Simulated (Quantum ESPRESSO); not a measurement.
# Band energies of MgLa2NiO6

```
CELL_PARAMETERS angstrom
      2.76305     1.59525     4.39013
     -2.76305     1.59525     4.39013
      0.00000    -3.19050     4.39013
ATOMIC_POSITIONS crystal
  O  0.76439 0.30108 0.17891
  O  0.23561 0.69892 0.82109
  O  0.17891 0.76439 0.30108
  O  0.82109 0.23561 0.69892
  O  0.30108 0.17891 0.76439
  O  0.69892 0.82109 0.23561
  Mg 0.50000 0.50000 0.50000
  Ni 0.00000 0.00000 0.00000
  La 0.75150 0.75150 0.75150
  La 0.24850 0.24850 0.24850
```

norm-conserving PBEsol (Quantum ESPRESSO, 110 Ry, scalar-relativistic); path ΓLB1,BZΓX,QFP1Z,LP; energies in eV from the valence-band maximum.

| k (1/Å) | point | band 39 | band 40 | band 41 | band 42 | band 43 | band 44 | band 45 | band 46 |
|---|---|---|---|---|---|---|---|---|---|
| 0.00 | Γ | -0.36 | -0.33 | -0.33 | -0.31 | -0.14 | 1.89 | 1.89 | 4.35 |
| 0.23 |  | -0.43 | -0.36 | -0.32 | -0.26 | -0.13 | 1.79 | 1.85 | 4.43 |
| 0.47 |  | -0.49 | -0.46 | -0.34 | -0.25 | -0.13 | 1.65 | 1.78 | 4.58 |
| 0.70 | L | -0.59 | -0.53 | -0.35 | -0.32 | -0.12 | 1.60 | 1.76 | 4.64 |
| 0.89 |  | -0.62 | -0.46 | -0.40 | -0.23 | -0.12 | 1.51 | 1.74 | 4.66 |
| 1.08 |  | -0.71 | -0.56 | -0.32 | -0.26 | -0.10 | 1.36 | 1.72 | 4.68 |
| 1.28 | B1 | -0.74 | -0.61 | -0.35 | -0.26 | -0.12 | 1.31 | 1.68 | 4.68 |
| 1.28 | B | -0.74 | -0.61 | -0.35 | -0.26 | -0.12 | 1.31 | 1.68 | 4.68 |
| 1.56 |  | -0.94 | -0.71 | -0.34 | -0.25 | -0.18 | 1.43 | 1.59 | 4.70 |
| 1.84 | Z | -0.89 | -0.89 | -0.38 | -0.20 | -0.20 | 1.52 | 1.52 | 4.77 |
| 2.01 |  | -0.78 | -0.78 | -0.33 | -0.19 | -0.19 | 1.56 | 1.56 | 4.71 |
| 2.19 |  | -0.59 | -0.59 | -0.23 | -0.18 | -0.18 | 1.68 | 1.68 | 4.58 |
| 2.37 |  | -0.46 | -0.46 | -0.23 | -0.23 | -0.15 | 1.83 | 1.83 | 4.41 |
| 2.55 | Γ | -0.36 | -0.33 | -0.33 | -0.31 | -0.14 | 1.89 | 1.89 | 4.35 |
| 2.89 |  | -0.57 | -0.36 | -0.30 | -0.25 | -0.12 | 1.75 | 1.77 | 4.52 |
| 3.07 |  | -0.63 | -0.36 | -0.34 | -0.25 | -0.11 | 1.61 | 1.70 | 4.62 |
| 3.24 |  | -0.78 | -0.44 | -0.38 | -0.26 | -0.08 | 1.42 | 1.71 | 4.66 |
| 3.41 | X | -0.77 | -0.57 | -0.40 | -0.24 | -0.04 | 1.25 | 1.78 | 4.67 |
| 3.41 | Q | -0.77 | -0.57 | -0.40 | -0.24 | -0.04 | 1.25 | 1.78 | 4.67 |
| 3.69 | F | -0.81 | -0.73 | -0.46 | -0.17 | 0.00 | 1.13 | 1.87 | 4.67 |
| 3.69 | P1 | -0.87 | -0.59 | -0.40 | -0.23 | -0.12 | 1.29 | 1.71 | 4.68 |
| 3.85 |  | -0.95 | -0.64 | -0.38 | -0.24 | -0.17 | 1.39 | 1.62 | 4.70 |
| 4.01 |  | -0.94 | -0.81 | -0.33 | -0.24 | -0.19 | 1.49 | 1.55 | 4.73 |
| 4.17 | Z | -0.89 | -0.89 | -0.38 | -0.20 | -0.20 | 1.52 | 1.52 | 4.77 |
| 4.17 | L | -0.59 | -0.53 | -0.35 | -0.32 | -0.12 | 1.60 | 1.76 | 4.64 |
| 4.30 |  | -0.62 | -0.49 | -0.38 | -0.24 | -0.14 | 1.60 | 1.71 | 4.64 |
| 4.42 |  | -0.71 | -0.47 | -0.37 | -0.22 | -0.15 | 1.54 | 1.65 | 4.64 |
| 4.68 | P | -0.87 | -0.59 | -0.40 | -0.23 | -0.12 | 1.29 | 1.71 | 4.68 |

The PBEsol gap is direct, 1.13 eV at F.

The 3d shell has no Hubbard U; the runs are without spin polarisation, and magnetic order was not tried. The 4f states are in the valence at their DFT position.

Geometry of the Materials Project entry, not relaxed at this level.

The structure is a Materials Project entry; no match was found in the copy of COD used, and its stability was not checked.
